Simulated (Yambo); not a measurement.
BaF$_{2}$ (fluorite, space group Fm-3m, No. 225) under isotropic strain of +1 % on all lattice vectors; a = b = c = 4.3793 Å, α = β = γ = 60.00°. With the G0W0 scissor the direct gap on the mesh is 9.77 eV.

**Question.** Does this run resolve the lowest exciton, and if so, what are its energy and binding? (Yambo, PBEsol bands; 8×8×8 mesh, 6 valence and 3 conduction bands, static screening with 34 bands and a 4 Ry block, scissor 2.94 eV, Tamm-Dancoff.)

**Answer.** The mesh holds a bound state, but the numbers are provisional. These are vertical excitations (zero momentum); the indirect quasiparticle gap, about 9.65 eV, is smaller than the direct one (9.77 eV on the GW mesh). The lowest state lies at 8.63 eV (dark for light along x, 3 states within 2 meV), the direct quasiparticle gap on this mesh at 9.77 eV. Its binding energy, counted from that gap, is 1.14 eV; it spreads over about 350 k points of the mesh. Convergence with the mesh was not shown. The first optically allowed state is at 8.73 eV. The scissor comes from a G0W0 run whose convergence isn't established. 

Geometry strained from the cell relaxed with PBEsol, atoms relaxed again.
